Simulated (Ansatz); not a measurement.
Values for one crystal, relaxed and computed with PBEsol in the plane-wave PAW code Ansatz; other levels are named.

| Item | Result |
|---|---|
| Volume per atom | 11.59 Å³ |
| Electronic character | metallic (no gap) |
| Pressure derivative B′ | 4.3 |
| Formation energy from the elements (no fitted shifts) | -0.69 eV/atom |
| Density of states at the Fermi level | 0.12 states/eV per atom (mean over ±0.08 eV) |
| Bulk modulus (Birch–Murnaghan fit) | 231 GPa |

Question: Pick the material that matches.
A. ScGe, Cmcm (Sc on 4c, Ge on 4c)
B. ScB2, P6/mmm (Sc on 1a, B on 2d)
C. RbNb6Se8, P-3 (Rb on 1a, Nb on 6g, Se on 6g, Se on 2d)
D. NbSiB, Cmcm (Si on 4c, B on 4c, Nb on 4c)

Answer: D, NbSiB, Cmcm (Si on 4c, B on 4c, Nb on 4c)

The start of the workflow was typed in or built on a structure type; neither database checked (COD, Materials Project) lists it. Its standing as an ambient phase is unchecked. Symmetry was held in the PBEsol relaxation; whether a distortion lowers the energy is not shown. The run is not spin-polarised. The references are the lowest solids computed at this level, not always the standard phases. Scalar-relativistic: spin–orbit coupling is off unless named, which matters more the heavier the elements.

Potentials: the later of the program's two PAW sets.
